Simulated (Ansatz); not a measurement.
# ScAl: moving Sc off its site

ScAl, Pm-3m, a = 3.370 Å (as given, not relaxed at this level: -1.8 GPa). The structure is a Materials Project entry; whether it is the stable form wasn't checked. Ansatz: PBEsol, PAW, 420 eV, Γ-centred 14×14×14 mesh on 2 atoms, Gaussian smearing 0.15 eV; no spin polarisation.

```
CELL_PARAMETERS angstrom
3.37035 0.00000 0.00000
0.00000 3.37035 0.00000
0.00000 0.00000 3.37035
ATOMIC_POSITIONS crystal
Sc 0.50000 0.50000 0.50000
Al 0.00000 0.00000 0.00000
```

Atom 1 (Sc) moves by x along the unit vector (0.000, 0.000, 1.000), with its periodic images; all else is held. y is the free energy of the cell over the start, F the force along the path summed over the moved atoms. Symmetry makes y even in x.

```tsv
x (Å)	y (meV)	F (eV/Å)
-0.5000	597.9	2.34
-0.2500	151.2	1.21
0.0000	0.0	0.00
0.0625	9.5	-0.30
0.1250	37.9	-0.61
0.1875	85.2	-0.91
0.3125	235.9	-1.50
0.3750	339.0	-1.79
0.4375	?	?
```

Question: Fit y = c2 x² + c4 x⁴ to the energies of the other rows, give the force constant, and predict energy and force of the missing row.

Answer: Least squares on the rows shown. y = 2431.5 x² − 159.01 x⁴. The force constant is 2 c2 = 4.86 eV/Å² (for all images moving together, not for a lone atom). With two atoms in a cubic cell this is the optical mode at Γ (in a metal it hangs on mesh and smearing): ω = 521.5 √(2 c2/μ) = 280 cm⁻¹ for μ = 16.86 u. The force −dy/dx at the missing row is -2.07 eV/Å (computed -2.07). At x = 0.4375 the fit asked for gives 459.6 meV. The run gave 459.9 meV, so the fit is 0.3 meV too low, a small miss on the scale of the series.